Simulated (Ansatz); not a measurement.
# Notes on RbZn₂

```xyz
12
Lattice="7.6752 0.0000 0.0000 0.0000 4.7100 0.0000 0.0000 0.0000 8.8798" Properties=species:S:1:pos:R:3 pbc="T T T"
Zn    0.3300    1.1775    1.5451
Zn    3.5076    3.5325    5.9850
Zn    4.1676    1.1775    2.8948
Zn    7.3452    3.5325    7.3347
Rb    1.9978    1.1775    7.8909
Rb    1.8398    3.5325    3.4510
Rb    5.8354    1.1775    5.4289
Rb    5.6774    3.5325    0.9889
Zn    4.9582    1.1775    8.1117
Zn    6.5546    3.5325    3.6718
Zn    1.1206    1.1775    5.2080
Zn    2.7170    3.5325    0.7681
```

The numbers come from plane-wave PAW DFT (Ansatz): PBE, no spin polarisation, 420 eV, 4×6×3 Γ-centred k points, cold occupations (width 0.011 eV). Nothing was relaxed.

- Stress: The pressure is 7.1 GPa (compression positive), so with the atoms held at these fractions the cell would first expand. The principal stresses 4.9, 6.1, 10.2 GPa differ, so its shape would change too.
- At the Fermi level: It is a metal, with about 7.6 states/eV a cell as the mean within 0.25 eV of the Fermi level.
- Forces: The largest is on Zn1 (and as large on other atoms): 0.51 eV/Å, components (-0.21, 0.00, 0.47). It makes 171° with the line to a nearest neighbour, Rb5 at 3.03 Å, pointing away from it.
- Contacts: Rb–Zn at 2.82 Å: least valence density 0.17 e/Å³ and ELF 0.12 there. Zn–Zn at 3.44 Å: least valence density 0.09 e/Å³ and ELF 0.25 there. Both are smooth PAW fields, read partly inside the augmentation spheres.

Origin: a known structure type with other elements, at an estimated volume, so it need not be a known compound.
